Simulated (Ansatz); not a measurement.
Polymorphs of Ti, each relaxed with the program Ansatz at the r²SCAN level (PAW):

A: P6/mmm
a = 4.5682 Å, b = 4.5682 Å, c = 2.8243 Å, α = 90.00°, β = 90.00°, γ = 120.00°

```tsv
atom	site	symmetry	x	y	z
Ti	1a	6/mmm	0.0000	0.0000	0.0000
Ti	2d	-6m2	0.3333	0.6667	0.5000
```

B: hcp (Mg type) (P6_3/mmc)
a = b = 2.9345 Å, c = 4.6414 Å, α = β = 90.00°, γ = 120.00°

| atom | site | symmetry | x | y | z |
|---|---|---|---|---|---|
| Ti | 2d | -6m2 | 0.6667 | 0.3333 | 0.2500 |

Q: Order them by energy per atom at 0 K (lowest first) at the level r²SCAN.

A: A (+0 meV/atom), B (+17 meV/atom)

Not the usual ambient phase: A. All cells were relaxed under the symmetry of their starts (and spin orders); stability against distortions was not tested throughout. Rows with no word on spin ran without spin polarisation.

Energies hold the estimated change up to a 700 eV cutoff; steps of a few meV lie near the error of the meshes.

Potentials: the later of the program's two PAW sets.
